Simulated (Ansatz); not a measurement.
CuI (zinc blende), relaxed with LDA (Ansatz, a program for electronic structure, plane waves, PAW): a = 5.8618 Å, b = 5.8618 Å, c = 5.8618 Å, α = 90.00°, β = 90.00°, γ = 90.00°.

| Property | Result |
|---|---|
| gap (eV) | 1.22 |
| ΔH_f (eV/atom) | -0.11 |
| electron conductivity mass (mₑ) | 0.14 |

### Question
The same phase is relaxed and computed with r²SCAN in the same code. What are the cell and these values now?

### Answer
a = b = c = 6.023 Å, α = β = γ = 90.00°.

- gap (eV) = 1.67
- ΔH_f (eV/atom) = -0.19
- electron conductivity mass (mₑ) = 0.18

All cells were relaxed under the symmetry of their starts (and spin orders); stability against distortions was not tested throughout. Rows with no word on spin ran without spin polarisation. Spin–orbit coupling is left out wherever it is not named.

Potentials: the later of the program's two PAW sets.

Ansatz is a plane-wave DFT program.

Formation energies count from the lowest solids of the elements computed at the same level, not from gases.
